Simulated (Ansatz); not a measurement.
One crystal and one scan (energy over volume and axial ratio) at two levels, r2SCAN (plane waves to 500 eV, PAW, scalar-relativistic; Ansatz, a quantum-chemistry and plane-wave program) and PBE (plane waves to 420 eV, PAW, scalar-relativistic; Ansatz), each from its own relaxed cell and on its own mesh. The cell shown is that of r2SCAN.

ZrB2 (AlB2 type, space group P6/mmm)

```xyz
3
Lattice="3.1677 0.0000 0.0000 -1.5839 2.7433 0.0000 0.0000 0.0000 3.5503" Properties=species:S:1:pos:R:3 pbc="T T T"
Zr     0.0000     0.0000     0.0000
B      0.0000     1.8289     1.7751
B      1.5839     0.9144     1.7751
```

Two coordinates are scanned: the volume, and the ratio of the stretch along z (the conventional c axis) to the stretch across it. Atoms keep their fractional coordinates.

E stands for the smeared free energy. ZrB2 is run without spin polarisation. ZrB2 was relaxed with its symmetry unable to fall. With partly filled bands, the response to shear is sensitive to the k mesh, so small differences along c/a are uncertain. Percentages come from the unrounded values. Both scans cover V/V₀ from 0.920 to 1.080 and (c/a)/(c/a)₀ from 0.920 to 1.080.

Results of r2SCAN:

```
Item                                                                                          Value
--------------------------------------------------------------------------------------------  -----
Lattice constant a (Å)                                                                        3.168
Lattice constant c (Å)                                                                        3.550
Modulus against c/a change at fixed volume, (3/4V)·∂²E/∂(ln c/a)² (fit, atoms clamped) (GPa)    174
```

### Question
Estimate the PBE values.

### Answer
| quantity | PBE | r2SCAN − PBE |
|---|---|---|
| Lattice constant a (Å) | 3.171 | -0.003 (-0.1 %) |
| Lattice constant c (Å) | 3.541 | +0.009 (+0.3 %) |
| Modulus against c/a change at fixed volume, (3/4V)·∂²E/∂(ln c/a)² (fit, atoms clamped) (GPa) | 168 | +6 (+4 %) |

r2SCAN gives the higher value for: lattice constant c; modulus against c/a change at fixed volume. They agree on: lattice constant a (within 0.2 %). Neither level is exact: the differences show how much the result hangs on the functional.

(Under strain, the slope of the energy per volume gives the stress and its curvature an elastic modulus.)
